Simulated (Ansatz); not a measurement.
MnO2 (P-3m1); U = 4.5 eV on Mn d.

```
Mn O
1.0
     2.85658    0.00000    0.00000
    -1.42829    2.47387    0.00000
     0.00000    0.00000    4.60137
Mn O
1 2
Cartesian
  0.0000 0.0000 2.3007
  1.4283 0.8246 1.3515
  0.0000 1.6492 3.2499
```

Geometry: a structure from the Materials Project; nothing is relaxed.

Functional, mesh and filling: LDA, 11×11×6 k mesh, Fermi–Dirac smearing of 0.03 eV. LAPW is all-electron LAPW in Ansatz 0.2.0. Site moments are integrated in spheres about the atoms. Start moments (μB): Mn1 4. DFT+U (Dudarev's form): U = 4.5 eV on Mn d.

The self-consistent cycle went as follows.

```
iteration  Harris–Foulkes energy less the last (meV)  density residual (eV)  M (μB)  ∫|m| (μB)
        1                                  -1815.540                6.6e+00  3.0000     3.6889
        2                                   -568.649                2.3e+00  3.0000     3.9046
        3                                    151.242                3.1e-01  3.0000     3.8378
        4                                    125.748                1.2e-02  3.0000     3.8150
        5                                     82.354                6.8e-03  3.0000     3.7659
        6                                     52.883                1.5e-04  3.0000     3.7330
        7                                     34.511                2.2e-05  3.0000     3.7016
        8                                     23.118                4.7e-05  3.0000     3.6729
        9                                     15.794                2.1e-06  3.0000     3.6492
       10                                     10.966                4.7e-05  3.0000     3.6278
       11                                      7.726                2.1e-06  3.0000     3.6099
       12                                     -0.143                5.0e-03  3.0000     3.5484
       13                                      0.444                1.1e-03  3.0000     3.4810
       14                                      0.106                7.4e-05  3.0000     3.4871
       15                                      0.000                1.9e-06  3.0000     3.4943
       16                                      0.000                6.1e-09  3.0000     3.4953
       17                                      0.000                1.1e-09  3.0000     3.4951
```

Site moments (μB): Mn1 3.05, O2 -0.11, O3 -0.11. Cell moment 3.00 μB.

None of this fixes the real material's magnetic order: only patterns that fit the cell were computed, without spin fluctuations and on one mesh and smearing, with a functional that can overstate moments.
